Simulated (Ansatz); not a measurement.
BaTiO3:
```
BaTiO3
1.0
    3.95548     0.00000     0.00000
    0.00000     3.95548     0.00000
    0.00000     0.00000     4.04600
Ba Ti O
1 1 3
Direct
  0.50000   0.50000   0.58272
  0.00000   0.00000   0.09791
  0.00000   0.50000   0.06335
  0.50000   0.00000   0.06335
  0.00000   0.00000   0.55266
```

Relaxed with PBEsol.

Decompose the optical modes at the zone centre into irreducible representations, and say which are infrared and Raman allowed.

Point group 4mm: Γ_opt = 3A1 + B1 + 4E. Infrared: A1, E. Raman: A1, B1, E.

Assign frequencies (DFPT, PBEsol in the plane-wave PAW code Ansatz; without the LO–TO term).

E 112i, A1 163, E 170, B1 283, E 287, A1 313, E 468, A1 520 cm⁻¹.

Subscripts of B labels follow the axes of the standard setting.

Space group P4mm. Symmetry was held in the PBEsol relaxation. At this level the phase is dynamically unstable (imaginary phonons). The run is not spin-polarised. Scalar-relativistic: spin–orbit coupling is off unless named, which matters more the heavier the elements.

Potentials: the earlier of the program's two PAW sets. The files were generated under PBE; for other functionals the program regenerates the frozen cores, and for LDA and PBEsol the local potential too.
